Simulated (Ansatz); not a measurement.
## HfRu, one cell by several methods

```
CELL_PARAMETERS angstrom
3.22500 0.00000 0.00000
0.00000 3.22500 0.00000
0.00000 0.00000 3.22500
ATOMIC_POSITIONS crystal
Hf 0.00000 0.00000 0.00000
Ru 0.50000 0.50000 0.50000
```

Atoms are numbered in the order listed.

The cell comes from COD entry 1523508, which wasn't checked; take it as a given geometry.

Spin–orbit coupling is left out, though it moves levels of the heavy atoms by tenths of an eV or more.

Levels of theory: DFT, PBEsol, PAW with Ansatz's default frozen-core files, scalar-relativistic (Ansatz 0.2.0); DFT, PBEsol, all-electron PAW with datasets made for the crystal, scalar-relativistic (Ansatz 0.2.0); DFT, PBEsol, all-electron LAPW, scalar-relativistic (Ansatz 0.2.0).

For PAW: a Γ-centred 11×11×11 k mesh, Fermi–Dirac smearing of 0.08 eV, cutoff 420 eV, no spin polarisation; the PAW files were made with PBE, and the program remakes their frozen cores for this functional. The crystal-made all-electron datasets (AE datasets) take a cutoff of 400 eV at this cell. LAPW targets a basis error of 0.5 meV/atom. The Ansatz runs share mesh, smearing and spin set-up. Plane-wave (PAW) pressures include the program's estimate of the Pulay term.

Stress and pressure are positive in compression.

Levels count from the Fermi level.

```csv
quantity,PAW,AE datasets,LAPW
pressure (GPa),-3.04,-3.03,-3.03
highest filled level at M (eV),-3.118,-3.118,-3.118
lowest empty level at M (eV),0.080,0.081,0.081
highest filled level at X (eV),-0.822,-0.821,-0.821
lowest empty level at X (eV),1.236,1.238,1.238
highest filled level at Γ (eV),-1.578,-1.579,-1.579
lowest empty level at Γ (eV),2.161,2.163,2.163
```

PAW's pressure differs from the LAPW value by about 0.01 GPa or less.
